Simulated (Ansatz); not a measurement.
HPbBrO:
```
HPbBrO
1.0
    7.40396     0.00000     0.00000
    0.00000     4.09267     0.00000
    0.00000     0.00000    10.01052
H Pb Br O
4 4 4 4
Direct
  0.30011   0.25000   0.61666
  0.69989   0.75000   0.38334
  0.19989   0.75000   0.11666
  0.80011   0.25000   0.88334
  0.19653   0.25000   0.91711
  0.80347   0.75000   0.08289
  0.30347   0.75000   0.41711
  0.69653   0.25000   0.58289
  0.05594   0.75000   0.68073
  0.94406   0.25000   0.31927
  0.44406   0.25000   0.18073
  0.55594   0.75000   0.81927
  0.37853   0.25000   0.53945
  0.62147   0.75000   0.46055
  0.12147   0.75000   0.03945
  0.87853   0.25000   0.96055
```

Relaxed with r²SCAN+D4.

Problem. Tabulate the valence density and the electron localisation function along the shortest Pb–O contact (2.39 Å), the program Ansatz at the r²SCAN+D4 level (PAW).

Solution. 

```csv
distance from Pb (Å),density (e/Å³),ELF
0.24,8.36,0.01
0.36,6.59,0.03
0.48,4.86,0.11
0.60,3.34,0.24
0.72,2.13,0.34
0.84,1.27,0.38
0.96,0.75,0.31
1.08,0.49,0.20
1.20,0.38,0.15
1.32,0.38,0.22
1.44,0.48,0.46
1.56,0.72,0.72
1.68,1.18,0.84
1.80,2.04,0.86
1.92,3.48,0.83
2.04,5.23,0.74
2.15,6.68,0.55
```

The density is the valence pseudo-density with augmentation charge, so density and ELF within about 1 Å of a nucleus are not all-electron values.

Space group Pnma. The first step of the workflow began from a Materials Project structure, measured or hypothetical; the Crystallography Open Database copy checked does not list it. Its standing as an ambient phase is unchecked. Symmetry was held in the r²SCAN+D4 relaxation; of distortions, only those at the zone centre were tested. Scalar-relativistic: spin–orbit coupling is off unless named, which matters more the heavier the elements.

Potentials: the later of the program's two PAW sets.
